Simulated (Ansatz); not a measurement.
# BiTe, one cell by several methods

```
CELL_PARAMETERS angstrom
0.00000 3.23500 3.23500
3.23500 0.00000 3.23500
3.23500 3.23500 0.00000
ATOMIC_POSITIONS crystal
Bi 0.00000 0.00000 0.00000
Te 0.50000 0.50000 0.50000
```

Atoms are numbered in the order listed.

The cell is COD entry 9008604, as deposited and not checked against the literature; nothing was relaxed.

Spin–orbit coupling is left out, though it moves levels of the heavy atoms by tenths of an eV or more.

Levels of theory: DFT, LDA, PAW with Ansatz's default frozen-core files, scalar-relativistic (Ansatz 0.2.0); DFT, LDA, all-electron LAPW, scalar-relativistic (Ansatz 0.2.0).

For PAW: a Γ-centred 10×10×10 k mesh, Fermi–Dirac smearing of 0.08 eV, cutoff 420 eV, no spin polarisation; the PAW files were made with PBE, and the program remakes their frozen cores for this functional. LAPW targets a basis error of 0.5 meV/atom. The Ansatz runs share mesh, smearing and spin set-up. Plane-wave (PAW) pressures include the program's estimate of the Pulay term.

Stress and pressure are positive in compression.

Levels count from the Fermi level.

PAW results:

| quantity | PAW |
| --- | --- |
| pressure (GPa) | -2.79 |
| highest filled level at K (eV) | -3.422 |
| lowest empty level at K (eV) | 1.972 |
| highest filled level at U (eV) | -3.422 |
| lowest empty level at U (eV) | 1.972 |
| highest filled level at X (eV) | -3.971 |
| lowest empty level at X (eV) | 2.284 |

Question: What does all-electron LAPW give for the same quantities?

Answer: 
```
                      quantity    LAPW
                pressure (GPa)   -2.77
highest filled level at K (eV)  -3.422
  lowest empty level at K (eV)   1.972
highest filled level at U (eV)  -3.422
  lowest empty level at U (eV)   1.972
highest filled level at X (eV)  -3.972
  lowest empty level at X (eV)   2.284
```
